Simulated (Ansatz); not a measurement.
ZrN (NiAs type, P6_3/mmc), PBE in the plane-wave PAW code Ansatz, all energies at zero smearing, with the estimated change up to a 700 eV cutoff added, with one set of potentials and settings (totals compare only within such a set). Cell of 4 atoms (2 Zr, 2 N): -9142.444 eV.

```
element                reference phase  E (eV/atom)
-------  -----------------------------  -----------
Zr       P6_3/mmc, 2 atoms in the cell   -4183.8362
N            Pa-3, 8 atoms in the cell    -384.0325
```

Formation energy per atom, worked out: (-9142.444 − 2×(-4183.8362) − 2×(-384.0325))/4 = -1.677 eV/atom (-162 kJ per mol of atoms), at 0 K, without zero-point energy or fitted corrections.

The workflow started from a Materials Project entry (that database holds measured and hypothetical structures alike); the Crystallography Open Database copy checked does not list it. It is not the phase usual at ambient conditions (space group No. 225). Symmetry was held in the PBE relaxation; whether a distortion lowers the energy is not shown. No spin polarisation was allowed. The references are the lowest solids computed at this level, not always the standard phases (solids in place of the gases).

Potentials: the later of the program's two PAW sets.
